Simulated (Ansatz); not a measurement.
A generated cell, not matched to a known phase here, of YSi: Fm-3m (No. 225), cF8, rock salt type; a = 5.8150 Å, b = 5.8150 Å, c = 5.8150 Å, α = 90.00°, β = 90.00°, γ = 90.00°; Si 4a (0.000, 0.000, 0.000); Y 4b (0.500, 0.500, 0.500). These are PBE (plane waves to 420 eV, PAW, scalar-relativistic; Ansatz, a quantum-chemistry and plane-wave program) values and carry that method's errors. Element references, the lowest calculated here: Y (P6₃/mmc), Si (Fd-3m).

Total energies (eV/atom, σ → 0; comparable only within this code, potentials and settings):

```csv
phase,E (eV/atom)
YSi (Fm-3m),-2242.717
Y (P6₃/mmc),-3848.669
Si (Fd-3m),-635.810
```

What is the formation energy of this Fm-3m form of YSi from the elements?

E_f = -2242.717 − [1 × (-3848.669) + 1 × (-635.810)] / 2 = -0.48 eV/atom (-1.0 eV per formula unit).

A lower structure of this composition may exist.

Static energies, no anion corrections, no zero-point energy. Values are rounded to 0.01 eV/atom. Not shown to be the ambient phase of their composition (a lower form may be missing, and a cell relaxed within its start's symmetry can be a saddle point): YSi (Fm-3m). The compounds carry no spin polarisation. The relaxed primitive cell holds an odd number of electrons. A magnetic state may lie lower.
